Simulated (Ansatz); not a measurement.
GaRu$_{3}$C:
```
CELL_PARAMETERS angstrom
      3.97778     0.00000     0.00000
      0.00000     3.97778     0.00000
      0.00000     0.00000     3.97778
ATOMIC_POSITIONS crystal
  Ga 0.00000 0.00000 0.00000
  Ru 0.00000 0.50000 0.50000
  Ru 0.50000 0.00000 0.50000
  Ru 0.50000 0.50000 0.00000
  C  0.50000 0.50000 0.50000
```

Relaxed with PBEsol. Special points in fractions of this cell's reciprocal vectors: Γ (0.000, 0.000, 0.000); X (0.000, 0.500, 0.000); M (0.500, 0.500, 0.000); R (0.500, 0.500, 0.500).

**Question.** List the band energies nearest the Fermi level at these points for DFT-PBEsol with spin–orbit coupling in the program Ansatz with PAW potentials.

**Answer.** In eV from the Fermi level; about four levels below and three above (degenerate sets whole), none deeper than 8.9 eV; points with the same levels are listed once.

```json
[
 {"k": "Γ", "below": "-0.58 -0.58 -0.58 -0.58", "above": "1.38 1.38 1.42 1.42"},
 {"k": "X", "below": "-0.71 -0.71 -0.07 -0.07", "above": "1.48 1.48 1.74 1.74"},
 {"k": "M", "below": "-0.66 -0.66 -0.04 -0.04", "above": "0.31 0.31 2.05 2.05"},
 {"k": "R", "below": "-0.14 -0.14 -0.14 -0.14", "above": "1.11 1.11 1.24 1.24 1.24 1.24"}
]
```

Space group Pm-3m (anti-perovskite). The start of the workflow was typed in or built on a structure type; neither database checked (COD, Materials Project) lists it. Its standing as an ambient phase is unchecked. The cell was relaxed with PBEsol under the symmetry of its start; phonons show weakly imaginary modes. The run is not spin-polarised.

Potentials: the earlier of the program's two PAW sets. The files were generated under PBE; for other functionals the program regenerates the frozen cores, and for LDA and PBEsol the local potential too.
